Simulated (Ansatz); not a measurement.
**Computed properties of NbRu$_{3}$**

```xyz
4
Lattice="3.8800 0.0000 0.0000 0.0000 3.8800 0.0000 0.0000 0.0000 3.8800" Properties=species:S:1:pos:R:3 pbc="T T T"
Nb    0.0000    0.0000    0.0000
Ru    0.0000    1.9400    1.9400
Ru    1.9400    0.0000    1.9400
Ru    1.9400    1.9400    0.0000
```

Atoms are numbered in the order listed.

The geometry is COD entry 2310239, unchecked; take it as a test cell.

Spin polarisation is left out, and whether a magnetic state lies lower isn't shown here.

All numbers are computed: DFT, LDA, all-electron LAPW, scalar-relativistic (Ansatz 0.2.0); DFT, LDA, PAW with Ansatz's default frozen-core files, scalar-relativistic (Ansatz 0.2.0).

For LAPW: a Γ-centred 9×9×9 k mesh, Fermi–Dirac smearing of 0.05 eV, basis error target 1 meV/atom, no spin polarisation. PAW takes a cutoff of 420 eV at this cell (files made with PBE, cores remade for this functional). The Ansatz runs share mesh, smearing and spin set-up. Values come from LAPW unless marked.

```yaml
Pressure_at_this_cell: -11.39 GPa
Band_gap: "none: with an odd electron count and no spin polarisation the bands can't all be full, a metal in this set-up (in compounds, spin order or a distortion in a larger cell can open a gap)"
Density_of_states_at_the_Fermi_level_0.2_eV_bin: 4.91 states/eV per cell
Löwdin_charges_with_0.30_e_of_the_cell_spilling_out_of_the_atomic_basis_so_their_sizes_and_signs_hang_on_that_basis: Nb1 0.13, Ru2 0.06 e
Bader_charges_from_the_PAW_run: Nb1 +1.21, Ru2 -0.40 e
Volume_per_atom: 98.5 bohr³
```
